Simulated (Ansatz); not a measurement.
## LiGaI₂: phonons across the zone

Method: Ansatz, DFT PBE, scalar-relativistic, plane waves, PAW. Cutoff 420 eV, 6×6×6 k-points (Γ-centred), fixed occupations. No spin polarisation. Phonons by linear response, acoustic sum rule imposed.

Equilibrium structure at this level:
```
Li Ga I
1.0
     2.22421    1.28415    7.49446
    -2.22421    1.28415    7.49446
     0.00000   -2.56829    7.49446
Li Ga I
1 1 2
Direct
  0.50000 0.50000 0.50000
  0.00000 0.00000 0.00000
  0.75926 0.75926 0.75926
  0.24074 0.24074 0.24074
```

It was reached by relaxing an invented guess, and it needn't be the stable form of this composition. Spin–orbit coupling is left out, which matters for heavy elements. The q mesh is coarse, so values between its points are rough.

Force constants from linear response on a 2×2×2 q mesh.

(1) Is the structure dynamically stable on this mesh?

(2) Give the frequencies (cm⁻¹; i marks imaginary ones) at the irreducible q points, in fractions of the reciprocal vectors, the Γ row without the LO field.

## Answers

(1) Yes, on this mesh: no mode is imaginary.

(2)
```csv
q,star,frequencies
0.000 0.000 0.000,1,0 0 0 52 52 53 55 55 81 120 120 198
0.000 0.000 -0.500,3,28 31 50 57 58 64 67 74 90 116 120 193
0.000 -0.500 -0.500,3,38 39 49 51 54 57 59 70 78 115 119 192
-0.500 -0.500 -0.500,1,29 29 41 41 55 55 57 57 123 123 124 251
```
